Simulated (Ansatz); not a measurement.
Here is the system:

CuSn:
```cif
data_Cu2Sn2
_chemical_formula_sum 'Cu2 Sn2'
_space_group_name_H-M_alt 'P63/mmc'
_space_group_IT_number 194
_space_group_name_Hall '-P 6c 2c'
_cell_length_a 4.12041
_cell_length_b 4.12041
_cell_length_c 4.97434
_cell_angle_alpha 90.000
_cell_angle_beta 90.000
_cell_angle_gamma 120.000
loop_
_atom_site_label
_atom_site_type_symbol
_atom_site_symmetry_multiplicity
_atom_site_Wyckoff_symbol
_atom_site_fract_x
_atom_site_fract_y
_atom_site_fract_z
_atom_site_occupancy
Cu1 Cu 2 a 0.00000 0.00000 0.00000 1
Sn1 Sn 2 c 0.33333 0.66667 0.25000 1
```

This is the PBEsol-relaxed structure.

Question: All from plane-wave PAW PBEsol (Ansatz code), unless another level is named. Predict the density of states at the Fermi level.

Answer: 0.32 states/eV per atom (mean over ±0.08 eV).

Question: Predict the formation energy from the elements (no fitted shifts).

Answer: -0.050 eV/atom.

Space group P6_3/mmc (NiAs type). The workflow started from a Materials Project entry (that database holds measured and hypothetical structures alike); the Crystallography Open Database files this formula in space group No. 194, but the cells were not matched. Whether it is the stable phase at ambient conditions was not checked. The cell was relaxed with PBEsol under the symmetry of its start; its stability against distortions is not shown here. No spin polarisation was allowed. The references are the lowest solids computed at this level, not always the standard phases. Spin–orbit coupling is left out wherever it is not named.

Potentials: the later of the program's two PAW sets.
